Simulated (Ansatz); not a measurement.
A geometry of SiNi away from equilibrium: step 5 of the relaxation of a relaxed SiNi cell displaced along its unstable phonon at q = (½, ½, 0) of its primitive reciprocal cell (106i cm⁻¹), largest move 0.15 Å. Level of theory: PBE (plane waves to 420 eV, PAW, scalar-relativistic; Ansatz, a quantum-chemistry and plane-wave program). Γ-centred k-mesh 9×9×7 on the run's cell (coarser than for final values), Fermi–Dirac smearing 0.05 eV. The plane waves were selected for a different cell earlier on the path.

```yaml
crystal:
  lattice:
    - [7.40880, 0.00000, 0.00000]
    - [3.70440, 3.42726, 0.00000]
    - [0.00000, 0.00000, 4.94709]
  atoms:
    - { symbol: Si, position: [0.75000, 0.50000, 0.87847] }
    - { symbol: Si, position: [0.25000, 0.50000, 0.12153] }
    - { symbol: Si, position: [0.25000, 0.00000, 0.50000] }
    - { symbol: Si, position: [0.75000, 0.00000, 0.50000] }
    - { symbol: Ni, position: [0.94751, 0.10498, 0.25321] }
    - { symbol: Ni, position: [0.55249, 0.89502, 0.25321] }
    - { symbol: Ni, position: [0.05249, 0.89502, 0.74679] }
    - { symbol: Ni, position: [0.44751, 0.10498, 0.74679] }
```

Question: What forces act on the atoms (eV/Å)?

Answer: 
| atom | Fx | Fy | Fz |
|---|---|---|---|
| Si1 | 0.00 | 0.00 | 0.11 |
| Si2 | 0.00 | 0.00 | -0.11 |
| Si3 | 0.00 | 0.00 | 0.00 |
| Si4 | 0.00 | 0.00 | 0.00 |
| Ni5 | 0.00 | 0.51 | -0.08 |
| Ni6 | 0.00 | -0.51 | -0.08 |
| Ni7 | 0.00 | -0.51 | 0.08 |
| Ni8 | 0.00 | 0.51 | 0.08 |

The path ends in Cmme (No. 67). No spin polarisation in the result. A magnetic state may lie lower.

The run could not lose the symmetry of its start, so the end can be a saddle point.

The end of the path is a generated cell of SiNi: the first start was made by placing the elements on the sites of a structure type, and the end was not matched to a known phase here, so it may be hypothetical. Known forms of SiNi include space group No. 62.
